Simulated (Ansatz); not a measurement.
The relaxed structure here is a generated cell of Co: the first start was made by placing the elements on the sites of a structure type, and the end was not matched to a known phase here, so it may be hypothetical. Known forms of Co include space group No. 194.

One starting cell of Co (a generated cell, Co built in the AFLOW prototype A_cI16_206_c (as in Si)) was relaxed twice with Ansatz (plane waves, PAW, scalar-relativistic): with r2SCAN at 500 eV and with PBE at 420 eV. The r2SCAN result:

```cif
data_Co16
_chemical_formula_sum 'Co16'
_space_group_name_H-M_alt 'Ia-3'
_space_group_IT_number 206
_space_group_name_Hall '-I 2b 2c 3'
_cell_length_a 6.06838
_cell_length_b 6.06838
_cell_length_c 6.06838
_cell_angle_alpha 90.000
_cell_angle_beta 90.000
_cell_angle_gamma 90.000
loop_
_atom_site_label
_atom_site_type_symbol
_atom_site_symmetry_multiplicity
_atom_site_Wyckoff_symbol
_atom_site_fract_x
_atom_site_fract_y
_atom_site_fract_z
_atom_site_occupancy
Co1 Co 16 c 0.14340 0.14340 0.14340 1
```
(The calculation used a cell of 8 atoms; values per cell refer to that cell.)

```json
[
 {"quantity": "space group", "r2SCAN": "Ia-3", "PBE": "Ia-3"},
 {"quantity": "volume (Å³/atom)", "r2SCAN": "13.97", "PBE": "___"},
 {"quantity": "a (Å)", "r2SCAN": "6.068", "PBE": "___"},
 {"quantity": "gap (eV, no spin-orbit coupling)", "r2SCAN": "0.00", "PBE": "___"},
 {"quantity": "spin order", "r2SCAN": "ferromagnetic", "PBE": "___"},
 {"quantity": "net moment (μB/atom)", "r2SCAN": "1.92", "PBE": "___"}
]
```

Question: Fill in the PBE column.

Answer: 
- volume (Å³/atom), PBE: 14.24
- a (Å), PBE: 6.107
- gap (eV, no spin-orbit coupling), PBE: 0.00
- spin order, PBE: ferromagnetic
- net moment (μB/atom), PBE: 1.73

Both levels end in the same structure; PBE's volume is 1.9 % larger. Neither column is exact.

Spin states reached: ferromagnetic; spin orders were not searched systematically. r2SCAN tends to overstate moments in metals.

The run could not lose the symmetry of its start: the end is stationary, and may be a saddle point rather than a minimum.

Ansatz is a quantum-chemistry and plane-wave program.
